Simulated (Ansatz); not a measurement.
Surface calculation: CsCl AlRu (110), 3 layers

The slab is cut from the CsCl crystal, which needn't be the stable phase, as relaxed on PAW files (13.56 Å³/atom), with 16 Å of vacuum and a dipole correction:

```xyz
6
Lattice="3.0044 0.0000 0.0000 0.0000 4.2488 0.0000 0.0000 0.0000 20.2488" Properties=species:S:1:pos:R:3 pbc="T T T"
Ru    2.2533    1.0622    8.0000
Al    0.7511    3.1866    8.0000
Ru    2.2533    3.1866   10.1244
Al    0.7511    1.0622   10.1244
Ru    2.2533    1.0622   12.2488
Al    0.7511    3.1866   12.2488
```

Level of theory: DFT with PBE, scalar-relativistic, in Ansatz 0.2.0; a Γ-centred 12×9×1 k mesh, Fermi–Dirac smearing of 0.1 eV, no spin polarisation. LAPW: all electrons, basis error target 1 meV/atom; PAW: frozen-core files, cutoff 420 eV.

The bulk energy comes from a cell in the slab's orientation on a 12×9×9 mesh. The surface energy is (E(slab) − N·E(bulk))/2A at zero smearing, the mean of both faces; thin slabs carry quantum-size effects.

Problem. As cut, the LAPW slab lies 3.548 eV above 6 atoms of bulk. What surface energy is that?

Solution. Over two faces of 12.76 Å² it is 139.0 meV/Å², and times 16.02 J/m² per eV/Å² that gives γ = 2.226 J/m².

Problem. What do relaxation and the other method give, and what work function comes out?

Solution. 

```
method  γ as cut (J/m²)  γ relaxed (J/m²)  Φ as cut (eV)  Φ relaxed (eV)
  LAPW            2.226             2.219           4.72            4.71
   PAW            2.226             2.219           4.72            4.71
```

Problem. How do the spacings between the planes relax?

Solution. From the bottom face up: d12 -1.3 % of 2.124 Å, d23 -1.3 % of 2.124 Å. The outer plane rumples by 0.018 Å.

Problem. What changes if relativity is switched off, at the same positions?

Solution. LAPW then gives: no gap, work function 4.67 eV.

Problem. A core hole in the 3d shell of Ru is made on one Ru atom of each kind in every 1×1 cell (PAW hole dataset, neutral cell, valence without spin). What does it cost by layer?

Solution. layer 1 278.13 eV, layer 2 278.39 eV. Shifts between layers mean more than the absolute values, and a whole layer of holes screens otherwise than one hole.
